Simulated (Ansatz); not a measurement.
**TiC: zone-centre modes under pressure**

TiC, Fm-3m, a = 4.261 Å. Ansatz: LDA, PAW, 420 eV, Γ-centred 16×16×16 mesh on 2 atoms, Fermi-Dirac smearing 0.15 eV; no spin polarisation. Cell and atoms are relaxed at each pressure with the symmetry kept; optical modes at Γ by linear response, in cm⁻¹, the highest.

```
P (GPa) V (Å³/atom)     ω1
      0        9.672  552.6
      3        9.571  562.8
      8        9.415  579.4
     15        9.215      ?
```

Question: Get the mode's Grüneisen parameter γ = −d ln ω/d ln V from the other rows and predict the missing frequency.

Answer: ln(V/V0) = 0.0000, -0.0105, -0.0269, -0.0484; a line through ln(ω/ω0) of the 3 known rows gives ω1: γ = 1.762, predicted 601.7, computed 601.0. The miss is 0.1 %, or 2 % of the shift under pressure, so a constant γ serves at that level. In a metal these frequencies hang on the mesh and smearing.

The mesh isn't the same in all rows (16×16×16, 18×18×18).

Cost: 4 runs of about 0.69 core-minutes in all, on AMD EPYC 9R45 (Zen 5) (shared hosts).